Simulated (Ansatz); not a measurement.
PbF2:
```
PbF2
1.0
    0.00000     2.96076     2.96076
    2.96076     0.00000     2.96076
    2.96076     2.96076     0.00000
Pb F
1 2
Direct
  0.00000   0.00000   0.00000
  0.25000   0.25000   0.25000
  0.75000   0.75000   0.75000
```

Relaxed with r²SCAN.

Q: Give the Bader charges and basin volumes of the independent atoms, r²SCAN (plane waves, PAW; program Ansatz).

A: 

| atom | Bader charge (e) | Bader volume (Å³) |
|---|---|---|
| Pb1 | +1.62 | 21.0 |
| F2 | -0.81 | 15.1 |

Space group Fm-3m (fluorite). The r²SCAN relaxation kept the symmetry of its start. Scalar-relativistic: spin–orbit coupling is off unless named, which matters more the heavier the elements.

Potentials: the later of the program's two PAW sets.
